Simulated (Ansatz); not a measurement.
In:
```yaml
crystal:
  lattice:
    - [2.58523, -4.33082, 0.00000]
    - [2.58523, 4.33082, 0.00000]
    - [0.00000, 0.00000, 5.05122]
  atoms:
    - { symbol: In, position: [0.84372, 0.15628, 0.91512] }
    - { symbol: In, position: [0.34372, 0.65628, 0.58488] }
    - { symbol: In, position: [0.15628, 0.84372, 0.08488] }
    - { symbol: In, position: [0.65628, 0.34372, 0.41512] }
```

Relaxed with PBEsol. Special points in fractions of this cell's reciprocal vectors: Γ (0.000, 0.000, 0.000); Y (-0.500, 0.500, 0.000); C0 (-0.339, 0.661, 0.000); Σ0 (0.339, 0.339, 0.000); Z (0.000, 0.000, 0.500); A0 (0.339, 0.339, 0.500); E0 (-0.339, 0.661, 0.500); T (-0.500, 0.500, 0.500); S (0.000, 0.500, 0.000); R (0.000, 0.500, 0.500).

Task: List the band energies nearest the Fermi level at these points for DFT-PBEsol in the program Ansatz with PAW potentials.

Result: In eV from the Fermi level; about four levels below and three above (degenerate sets whole), none deeper than 8.9 eV; points with the same levels are listed once.

| k | below | above |
|---|---|---|
| Γ | -3.05 -1.91 -1.41 -0.49 | 0.82 0.92 1.03 |
| Y | -3.83 -2.72 -1.39 -1.03 | 1.19 1.33 2.55 |
| C0 | -0.84 -0.70 -0.10 -0.08 | 1.06 1.99 2.15 |
| Z | -7.74 -7.74 -0.60 -0.60 | 0.08 0.08 0.11 0.11 |
| A0 | -5.14 -5.14 -2.83 -2.83 | 3.25 3.25 4.25 4.25 |
| T | -0.94 -0.94 -0.88 -0.88 | 5.70 5.70 6.49 6.49 |
| S | -2.98 -2.98 -0.97 -0.97 | 0.88 0.88 3.51 3.51 |
| R | -5.26 -5.26 -1.20 -1.20 | 0.55 0.55 5.88 5.88 |

Space group Cmce. The start of the workflow was typed in or built on a structure type; neither database checked (COD, Materials Project) lists it. It is not the phase usual at ambient conditions (space group No. 139). Symmetry was held in the PBEsol relaxation; whether a distortion lowers the energy is not shown. Spin–orbit coupling is left out wherever it is not named.

Potentials: the earlier of the program's two PAW sets. The files were generated under PBE; for other functionals the program regenerates the frozen cores, and for LDA and PBEsol the local potential too.
